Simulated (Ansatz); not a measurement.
Sc$_{2}$BC$_{2}$ in space group I4/mmm (No. 139; B on 2a, Sc on 4e, C on 4e) under volume change, DFT-r²SCAN in the program Ansatz with PAW potentials, shape and atoms relaxed at each volume.

```json
[
 {"V (Å³/atom)": "10.778", "E − E(relaxed) (meV/atom)": "51.0", "P (GPa)": "16.55"},
 {"V (Å³/atom)": "11.133", "E − E(relaxed) (meV/atom)": "?", "P (GPa)": "?"},
 {"V (Å³/atom)": "11.489", "E − E(relaxed) (meV/atom)": "5.1", "P (GPa)": "4.72"},
 {"V (Å³/atom)": "11.844", "E − E(relaxed) (meV/atom)": "0.0", "P (GPa)": "0.00"},
 {"V (Å³/atom)": "12.199", "E − E(relaxed) (meV/atom)": "?", "P (GPa)": "?"},
 {"V (Å³/atom)": "12.554", "E − E(relaxed) (meV/atom)": "17.6", "P (GPa)": "-7.55"}
]
```

Question: Complete the blanks.

Answer: 
- 12.199, E − E(relaxed) (meV/atom): 4.6
- 12.199, P (GPa): -4.07
- 11.133, E − E(relaxed) (meV/atom): 21.5
- 11.133, P (GPa): 10.19

Question: What does a third-order Birch–Murnaghan fit give for V₀, B₀ and B′?

Answer: V₀ = 11.84 Å³/atom, B₀ = 146 GPa, B′ = 4.0.

The workflow started from an entry of the Crystallography Open Database (COD). Whether it is the stable phase at ambient conditions was not checked. The cell was relaxed with r²SCAN under the symmetry of its start; whether a distortion lowers the energy is not shown. No spin polarisation was allowed.

Potentials: the later of the program's two PAW sets.
